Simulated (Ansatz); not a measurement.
Input and command of a plane-wave DFT calculation in Ansatz:

```yaml
crystal:
  lattice:
    - [1.6768970722, 0.0, 0.0]
    - [-0.8384485361, 1.452235464, 0.0]
    - [0.0, 0.0, 3.7444855355]
  atoms:
    - { symbol: B, position: [0.0, 0.0, 0.0] }
basis:
  ecutwfc: 500
kpoints:
  mp_grid: { grid: [30, 30, 14] }
hamiltonian:
  xc: r2scan
scf:
  occupations: { method: gaussian, width: 0.15 }
output:
  forces: true
  stress: true
  eigenvalues: true
```

```bash
ansatz run input.yaml --threads 1 --pin off --max-ram 1228MiB --backend cpu --events-out ev --progress --plain --runs-dir out
```

Processor: Intel(R) Xeon(R) 6975P-C (Granite Rapids), 1 thread, on a host shared with other jobs.

Question: Estimate time, memory and problem size.

Answer: About 5.6 s on 1 thread of Intel(R) Xeon(R) 6975P-C (Granite Rapids), with other jobs on the host, peak memory 0.42 GiB. It solves 6 bands at 728 k points (the mesh reduced by symmetry) with about 223 plane waves, in 6 SCF iterations.
